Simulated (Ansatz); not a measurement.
PbS (rock salt, Fm-3m), r²SCAN in the plane-wave PAW code Ansatz. The conduction-band minimum lies at L, with 4 equivalent valleys. Second derivatives d²E/dk² of the lowest band at one valley (eV·Å²), along Cartesian directions:

```json
[
 {"direction": "[100]", "d²E/dk²": "43.96"},
 {"direction": "[010]", "d²E/dk²": "43.96"},
 {"direction": "[001]", "d²E/dk²": "43.96"},
 {"direction": "[110]", "d²E/dk²": "42.67"},
 {"direction": "[101]", "d²E/dk²": "45.47"},
 {"direction": "[011]", "d²E/dk²": "45.47"}
]
```

**Question.** Find the principal effective masses, the density-of-states mass and the conductivity mass.

**Answer.** Off-diagonal terms follow from H_xy = H[110] − (H_xx + H_yy)/2, and m*/mₑ = 7.620 eV·Å² over each eigenvalue: 0.17, 0.17, 0.19. One valley's DOS mass (m₁m₂m₃)^(1/3) = 0.17, conductivity mass 3/(Σ 1/mᵢ) = 0.17 mₑ.

**Question.** What effective density of states Nc follows at 300 K for parabolic valleys?

**Answer.** Nc = 2.509e19 × 4 × (0.17)^(3/2) ≈ 7.0e18 cm⁻³.

The r²SCAN relaxation kept the symmetry of its start. The volume moved by -28 % from the start of the relaxation. Spin–orbit coupling is left out wherever it is not named.

Potentials: the later of the program's two PAW sets.

Edges and masses are those of Kohn–Sham bands, whose gap is no quasiparticle gap.
